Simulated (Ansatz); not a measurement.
SnS2 (CdI2 type)

```
CELL_PARAMETERS angstrom
      3.66945     0.00000     0.00000
     -1.83473     3.17784     0.00000
      0.00000     0.00000     5.80763
ATOMIC_POSITIONS crystal
  Sn 0.00000 0.00000 0.00000
  S  0.33333 0.66667 0.25455
  S  0.66667 0.33333 0.74545
```

The slice is a (0001) plane (indices of the conventional cell) through the point (0.667, 0.333, 0.746) (fractional), spanned by u = [110] and v = [1 -1 0] in vectors of this cell: u (3.67 Å) and v (6.36 Å, at 90° to u). It covers one period; positions are fractions (u, v).

Method: PBE-D3(BJ) (plane waves to 420 eV, PAW, scalar-relativistic; Ansatz, a first-principles code). k mesh 10×10×6. These are valence fields of a PAW run, semicore shells included where kept as valence: close to a nucleus they are smooth pseudo fields. SnS2 was relaxed with its symmetry unable to fall. The PAW data are Ansatz's earlier set.

Sketch the density of the lowest conduction band (whole band as if filled, smooth part) on this plane as a map.


```
|::==****--::              ::--****==|
|%%##**==::..              ..::==**##|
|@@%%**--..                  ..--**%%|
|##**==::..                  ..::==**|
|====::..                      ..::==|
|::::....                      ....::|
|......                          ....|
|                                    |
|                                    |
|                                    |
|        ......................      |
|      ....::--====--====--::....    |
|      ..::==**##******##**==::..    |
|      ..--++%%@@##++##@@%%++--..    |
|      ..--**@@@@++::++@@@@**--..    |
|      ..::++####::  ::####++::..    |
|        ::--****==::==****--::      |
|        ..::==**##%%##**==::..      |
|          ..--**%%@@%%**--..        |
|          ..::==**##**==::..        |
|            ..::======::..          |
|            ....::::::....          |
|              ..........            |
|                                    |
|                                    |
|                                    |
|............              ..........|
|--====--::....          ....::--====|
|****##**==::..          ..::==**##**|
|++##@@%%++--..          ..--++%%@@##|
|::++@@@@**--..          ..--**@@@@++|
|  ::####++::..          ..::++####::|
```
Scale: ten equal steps from 0.003 (start of ' ') to 0.186 (end of '@'), in the order ' .:-=+*#%@'. Values: density of the lowest conduction band (whole band as if filled, smooth part) in e/Å³. The map has 18 points along u (two characters each, u = 0 at the left) and 32 along v (v = 0 in the bottom row).
